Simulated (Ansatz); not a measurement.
# Al$_{3}$Cu: clamped-ion strain scan

Theory: Ansatz, DFT r2SCAN, scalar-relativistic, plane waves, PAW. The runs took a 500 eV cutoff, a Γ-centred 12×12×12 mesh and Gaussian smearing (0.15 eV). No spin polarisation. Energies are free energies at this smearing, counted from the undisturbed cell; pressure is positive in compression.

Reference structure (relaxed at this level; it needn't be the usual structure):

```
Al Cu
1.0
     3.88912    0.00000    0.00000
     0.00000    3.88912    0.00000
     0.00000    0.00000    3.88912
Al Cu
3 1
Direct
  0.00000 0.50000 0.50000
  0.50000 0.00000 0.50000
  0.50000 0.50000 0.00000
  0.00000 0.00000 0.00000
```

The cell is strained by ε times the Voigt pattern (1, 0, 0, 0, 0, 0) (xx, yy, zz, yz, xz, xy; engineering shear) with fractional coordinates fixed. The cell is metallic on the mesh throughout.

```
      ε  ΔE (meV/atom)
-0.1000           95.8
-0.0750           53.6
-0.0500           23.9
 0.0000            0.0
 0.0250            5.8
 0.0750           43.7
 0.1000           71.0
```

Problem. Predict the pressure (GPa) at each point.

Solution.
| ε | pressure (GPa) |
| --- | --- |
| -0.1000 | 13.8 |
| -0.0750 | 9.7 |
| -0.0500 | 6.0 |
| 0.0000 | 0.0 |
| 0.0250 | -2.5 |
| 0.0750 | -6.3 |
| 0.1000 | -7.7 |

Cost: 7 runs of about 5.7 core-minutes in all, on Intel Xeon Processor @ 2.50GHz (Skylake/Cascade Lake) (shared hosts).